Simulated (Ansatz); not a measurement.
An elastic tensor (GPa, Voigt order, standard axes) from the program Ansatz at the PBEsol level (PAW):

```
 116  79.9  79.9   0.0   0.0   0.0
79.9   116  79.9   0.0   0.0   0.0
79.9  79.9   116   0.0   0.0   0.0
 0.0   0.0   0.0  48.3   0.0   0.0
 0.0   0.0   0.0   0.0  48.3   0.0
 0.0   0.0   0.0   0.0   0.0  48.3
```

### Question
Which of these materials gives this?
A. SiMo, CsCl type
B. Sc4N3O, Pm-3m (Sc on 3c, Sc on 1a, O on 1b, N on 3d)
C. NbAs, CsCl type
D. ScAg, CsCl type

### Answer
D, ScAg, CsCl type

The cell is a constructed one: a structure type filled with these elements; the Crystallography Open Database files this formula in space group No. 221, but the cells were not matched. Whether it is the stable phase at ambient conditions was not checked. Symmetry was held in the PBEsol relaxation; its stability against distortions is not shown here. The run is not spin-polarised. As this level gives no gap, shear constants depend on the k-mesh and smearing (Fermi–Dirac, 0.1 eV here).

Potentials: the earlier of the program's two PAW sets. The files were generated under PBE; for other functionals the program regenerates the frozen cores, and for LDA and PBEsol the local potential too.
